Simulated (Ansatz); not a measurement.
Space group Cmmm (No. 65). a = 8.518 Å, b = 8.530 Å, c = 11.145 Å, α = 90.00°, β = 90.00°, γ = 90.00°
```json
{"atom": "K", "site": "8m", "symmetry": "..2", "x": "0.2500", "y": "0.2500", "z": "0.3092"}
{"atom": "K", "site": "2a", "symmetry": "mmm", "x": "0.0000", "y": "0.0000", "z": "0.0000"}
```

Equation of state of this K structure (not necessarily the ground state), with shape and atoms relaxed at each volume where symmetry leaves them free. It has no gap at any of these volumes. Computed with DFT PBEsol, scalar-relativistic, plane waves, PAW (Ansatz 0.2.0).

Settings: cutoff 420 eV, Γ-centred mesh 6×6×4 on the computed 5-atom cell, Gaussian smearing of 0.10 eV; no spin polarisation.

| V (Å³/atom) | E − E(largest V) (meV/atom) | P (GPa) |
| --- | --- | --- |
| 71.263 | 5.46 | 0.44 |
| 73.692 | -0.01 | 0.30 |
| 76.122 | -3.61 | 0.19 |
| 78.551 | -5.58 | 0.09 |
| 80.981 | -6.14 | 0.00 |
| 83.410 | -5.47 | -0.08 |
| 85.839 | -3.74 | -0.14 |
| 89.079 | 0.00 | -0.22 |

Problem. Fit a third-order Birch–Murnaghan equation to E(V).

Solution. V0 = 80.82 Å³/atom, B0 = 3 GPa, B0' = 3.7.

This form isn't the element's structure at ambient conditions.